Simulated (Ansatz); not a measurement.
Property card for BW

BW:
```
BW
1.0
    0.00000     2.22602     2.22602
    2.22602     0.00000     2.22602
    2.22602     2.22602     0.00000
B W
1 1
Direct
  0.00000   0.00000   0.00000
  0.50000   0.50000   0.50000
```

Space group Fm-3m (No. 225), rock salt; conventional cell a = b = c = 4.4520 Å, α = β = γ = 90.00°.

Method: r²SCAN (plane waves, PAW; program Ansatz). The cell and atoms are relaxed at this level. Other levels are named where they apply.

**Cell and energy**

```json
{
 "volume_per_atom": "11.03 Å³",
 "density": "14.65 g/cm³",
 "Formation energy from the elements (no fitted shifts)": "-0.13 eV/atom"
}
```

**Electronic structure**

```json
{
 "electronic_character": "metallic (no gap)",
 "Density of states at the Fermi level": "0.48 states/eV per atom (mean over ±0.08 eV)",
 "Gap with spin–orbit coupling": "none (metallic)"
}
```

**Mechanics**

```json
{
  "Bulk modulus (Birch–Murnaghan fit)": "317 GPa",
  "Pressure derivative B′": "4.2",
  "Elastic constants (relaxed ions, GPa)": "C11 = 693, C12 = 130, C44 = 146",
  "mechanical_stability": "stable (all eigenvalues of C positive)",
  "hill_bulk_and_shear_moduli": "318 and 190 GPa",
  "Young's modulus": "476 GPa",
  "Poisson's ratio": "0.25",
  "debye_temperature_from_the_elastic_constants": "535 K"
}
```

**Charges**

```json
{
  "bader_charges": "B -1.17, W +1.17 e"
}
```

The start of the workflow was typed in or built on a structure type; neither database checked (COD, Materials Project) lists it. COD files the formula under space group No. 141. Whether it is the stable phase at ambient conditions was not checked. Symmetry was held in the r²SCAN relaxation; its stability against distortions is not shown here. No spin polarisation was allowed. The volume moved by -19 % from the start of the relaxation. As this level gives no gap, shear constants depend on the k-mesh and smearing (Fermi–Dirac, 0.1 eV here). The references are the lowest solids computed at this level, not always the standard phases. Scalar-relativistic: spin–orbit coupling is off unless named, which matters more the heavier the elements.

Potentials: the earlier of the program's two PAW sets.
